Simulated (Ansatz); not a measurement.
**What DFT gives for BAu**

```
CELL_PARAMETERS angstrom
5.96924 0.00000 0.00000
0.00000 3.19612 0.00000
0.00000 0.00000 4.45009
ATOMIC_POSITIONS crystal
B 0.03100 0.25000 0.61400
B 0.46900 0.75000 0.11400
B 0.53100 0.25000 0.88600
B 0.96900 0.75000 0.38600
Au 0.18000 0.25000 0.12500
Au 0.32000 0.75000 0.62500
Au 0.68000 0.25000 0.37500
Au 0.82000 0.75000 0.87500
```

The numbers come from plane-wave PAW DFT (Ansatz): PBE, no spin polarisation, 420 eV, 6×10×7 Γ-centred k points, cold occupations (width 0.0693 eV). Nothing was relaxed.

(1) What happens at the Fermi level?

(2) Is the cell too large or too small?

(3) Give the Bader charges.

(4) What is the formation energy?

Origin: a known structure type with other elements, at an estimated volume, so it need not be a known compound. Caveats: atoms or cell far from equilibrium.

Answers

(1) It is a metal, with about 1.4 states/eV a cell as the mean within 0.25 eV of the Fermi level, mostly B p (43 %), Au d (30 %) and B s (13 %).

(2) The pressure is 38.0 GPa (compression positive), so with the atoms held at these fractions the cell would first expand; the forces are large, so a full relaxation may end otherwise. The principal stresses 30.7, 33.9, 49.4 GPa differ, so its shape would change too.

(3) Bader charges in e: B +0.02, Au -0.02. In the mean B gives up most and Au takes most.

(4) 1.13 eV an atom against the elements' usual phases (free molecules for gases, crystals otherwise, with no correction for O₂ or N₂), so at this geometry it isn't bound against them. Relaxing would lower it.
